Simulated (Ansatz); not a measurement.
Ru:
```cif
data_Ru2
_chemical_formula_sum 'Ru2'
_space_group_name_H-M_alt 'P 1'
_space_group_IT_number 1
_cell_length_a 2.67466
_cell_length_b 2.67466
_cell_length_c 4.22557
_cell_angle_alpha 90.000
_cell_angle_beta 90.000
_cell_angle_gamma 120.000
loop_
_space_group_symop_operation_xyz
  'x, y, z'
loop_
_atom_site_label
_atom_site_type_symbol
_atom_site_fract_x
_atom_site_fract_y
_atom_site_fract_z
_atom_site_occupancy
Ru1 Ru 0.33333 0.66667 0.75000 1
Ru2 Ru 0.66667 0.33333 0.25000 1
```

Relaxed with LDA.

Problem. Which orbitals make up the states near the Fermi level in plane-wave PAW LDA (Ansatz code)?

Solution. Within 0.5 eV of the Fermi level: Ru 4d 93 %. Projections are on Löwdin-orthogonalised atomic valence shells; empty p or d shells of many metals are not among them.

Problem. Tabulate the density of states.

Solution. States/eV per cell of 2 atoms, in 0.25 eV bins, energy from the Fermi level.

```
E (eV)  total  Ru 4d  Ru 5s  Ru 4p
------  -----  -----  -----  -----
-7.85    0.08   0.00   0.07   0.00
-7.60    0.10   0.00   0.09   0.00
-7.35    0.13   0.00   0.11   0.00
-7.10    0.16   0.01   0.14   0.00
-6.85    0.20   0.01   0.16   0.00
-6.60    0.58   0.34   0.22   0.01
-6.35    1.64   1.25   0.35   0.01
-6.10    2.60   2.03   0.52   0.02
-5.85    3.07   2.58   0.44   0.02
-5.60    3.12   2.65   0.42   0.03
-5.35    2.26   1.97   0.26   0.02
-5.10    2.04   1.79   0.22   0.02
-4.85    2.27   2.07   0.17   0.02
-4.60    2.94   2.67   0.22   0.03
-4.35    2.07   1.93   0.12   0.02
-4.10    2.73   2.56   0.13   0.02
-3.85    2.68   2.47   0.17   0.02
-3.60    1.56   1.41   0.12   0.01
-3.35    1.67   1.58   0.06   0.01
-3.10    3.46   3.25   0.15   0.02
-2.85    3.10   2.90   0.15   0.02
-2.60    2.55   2.39   0.12   0.01
-2.35    3.48   3.27   0.16   0.02
-2.10    2.58   2.40   0.13   0.01
-1.85    2.91   2.69   0.15   0.02
-1.60    3.18   2.92   0.18   0.02
-1.35    2.41   2.21   0.14   0.01
-1.10    1.87   1.70   0.11   0.01
-0.85    1.81   1.64   0.11   0.01
-0.60    1.71   1.55   0.10   0.01
-0.35    1.64   1.51   0.07   0.00
-0.10    1.56   1.45   0.06   0.00
0.15     1.50   1.40   0.06   0.00
0.40     1.58   1.49   0.05   0.00
0.65     1.83   1.73   0.06   0.00
0.90     2.28   2.18   0.06   0.00
1.15     2.65   2.54   0.08   0.00
1.40     3.41   3.28   0.10   0.00
1.65     3.81   3.67   0.11   0.00
1.90     2.65   2.51   0.13   0.00
2.15     0.55   0.37   0.15   0.00
2.40     0.49   0.29   0.16   0.00
2.65     0.49   0.26   0.17   0.00
2.90     0.49   0.24   0.19   0.00
3.15     0.49   0.21   0.20   0.00
3.40     0.49   0.19   0.20   0.00
3.65     0.49   0.18   0.21   0.00
3.90     0.50   0.16   0.22   0.00
4.15     0.49   0.15   0.22   0.00
4.40     0.47   0.13   0.21   0.00
4.65     0.45   0.11   0.20   0.00
```

Space group P6_3/mmc (hcp (Mg type)). The cell was relaxed with LDA under the symmetry of its start. No spin polarisation was allowed. Spin–orbit coupling is left out wherever it is not named.

Potentials: the later of the program's two PAW sets.
